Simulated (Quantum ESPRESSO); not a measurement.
## Band energies of Y2CN2O2

```xyz
7
Lattice="3.6990 0.0000 0.0000 -1.8495 3.2034 0.0000 0.0000 0.0000 8.1689" Properties=species:S:1:pos:R:3 pbc="T T T"
C      0.0000     0.0000     0.0000
N      0.0000     0.0000     1.2266
N      0.0000     0.0000     6.9423
O      0.0000     2.1356     3.2403
O      1.8495     1.0678     4.9286
Y      0.0000     2.1356     5.5346
Y      1.8495     1.0678     2.6343
```

PBEsol (Quantum ESPRESSO, PseudoDojo norm-conserving, 84 Ry, no spin-orbit coupling); path ΓMKΓALHA,LM,KH; energies in eV from the valence-band maximum.

```
k (1/Å)  point  band 20  band 21  band 22  band 23  band 24  band 25  band 26  band 27
-------  -----  -------  -------  -------  -------  -------  -------  -------  -------
0.00         Γ    -2.18    -2.18    -0.68     0.00     0.00     3.90     5.22     5.53
0.39              -1.96    -1.84    -1.38    -0.22    -0.06     4.49     5.02     5.28
0.98         M    -1.53    -1.51    -1.06    -0.58    -0.33     4.69     5.17     5.51
1.55         K    -1.56    -1.56    -0.80    -0.49    -0.49     4.14     5.42     5.42
1.74              -1.66    -1.51    -0.89    -0.51    -0.41     4.27     5.22     5.46
2.30              -1.93    -1.89    -1.36    -0.20    -0.05     4.49     5.05     5.15
2.68         Γ    -2.18    -2.18    -0.68     0.00     0.00     3.90     5.22     5.53
2.87              -2.30    -2.30    -0.75    -0.01    -0.01     3.99     5.28     5.52
3.06         A    -2.55    -2.55    -0.82    -0.02    -0.02     4.08     5.31     5.54
3.39              -2.23    -1.94    -0.99    -0.44    -0.14     4.57     4.97     5.54
3.88              -1.76    -1.20    -1.11    -0.88    -0.46     4.75     5.54     5.61
4.04         L    -1.81    -1.09    -1.05    -0.83    -0.53     4.74     5.60     5.68
4.42              -1.97    -1.48    -0.87    -0.77    -0.67     4.33     5.51     5.76
4.61         H    -1.79    -1.79    -0.80    -0.73    -0.73     4.21     5.58     5.71
4.89              -1.80    -1.45    -1.05    -0.85    -0.56     4.43     5.47     5.79
5.32              -2.00    -1.78    -1.09    -0.63    -0.22     4.79     4.85     5.41
5.74         A    -2.55    -2.55    -0.82    -0.02    -0.02     4.08     5.31     5.54
5.74         L    -1.81    -1.09    -1.05    -0.83    -0.53     4.74     5.60     5.68
6.13         M    -1.53    -1.51    -1.06    -0.58    -0.33     4.69     5.17     5.51
6.13         K    -1.56    -1.56    -0.80    -0.49    -0.49     4.14     5.42     5.42
6.51         H    -1.79    -1.79    -0.80    -0.73    -0.73     4.21     5.58     5.71
```

The PBEsol gap is 3.90 eV and nearly direct: the edges lie at 83 % of the way from K to Γ and Γ, the smallest direct gap within 0.02 eV of it.

Geometry of the Materials Project entry, not relaxed at this level.

The structure is a Materials Project entry; no match was found in the copy of COD used, and its stability was not checked.
